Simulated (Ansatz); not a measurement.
This run works on a generated trial structure, not on a known crystal.

Input and command of a plane-wave DFT calculation in Ansatz:

```yaml
crystal:
  lattice:
    - [4.5024373749, 0.0, 0.0]
    - [-2.2512186874, 3.8992251456, 0.0]
    - [0.0, 0.0, 9.2602994737]
  atoms:
    - { symbol: Nd, position: [0.0, 0.0, 0.0] }
    - { symbol: Bi, position: [0.3333333333, 0.6666666667, 0.3743793931] }
    - { symbol: Bi, position: [0.6666666667, 0.3333333333, 0.6256206069] }
    - { symbol: S, position: [0.3333333333, 0.6666666667, 0.8525339956] }
    - { symbol: S, position: [0.6666666667, 0.3333333333, 0.1474660044] }
    - { symbol: S, position: [0.0, 0.0, 0.5] }
basis:
  ecutwfc: 660
kpoints:
  mp_grid: { grid: [12, 12, 4] }
hamiltonian:
  xc: pbe
  pseudopotentials:
    kind: paw
    azcp: { Nd: "pseudopotentials/pbe/nc/lanthanide_3plus/Nd.nc.azcp" }
scf:
  occupations: { method: gaussian, width: 0.1 }
output:
  forces: true
  stress: true
  eigenvalues: true
relax:
  adjacent_minimum: "off"
  f_tol: 0.01
  max_steps: 80
  cell: { stress_tol: 0.05 }
```

```bash
ansatz run input.yaml --threads 1 --pin off --max-ram 2816MiB --backend cpu --events-out ev --progress --plain --runs-dir out
```

Processor: Intel(R) Xeon(R) 6975P-C (Granite Rapids), 1 thread, on a host shared with other jobs.

**Question.** Estimate time, memory and problem size.

**Answer.** About 2.3 min, peak memory 0.9 GiB. It solves 36 bands at 69 k points (after reduction by symmetry) with about 6243 plane waves (on the last cell), in 34 SCF iterations over 5 ionic steps.

With its 4f electrons in the core of a norm-conserving potential, the lanthanide is trivalent by construction, without f bands, f moments or other valences.
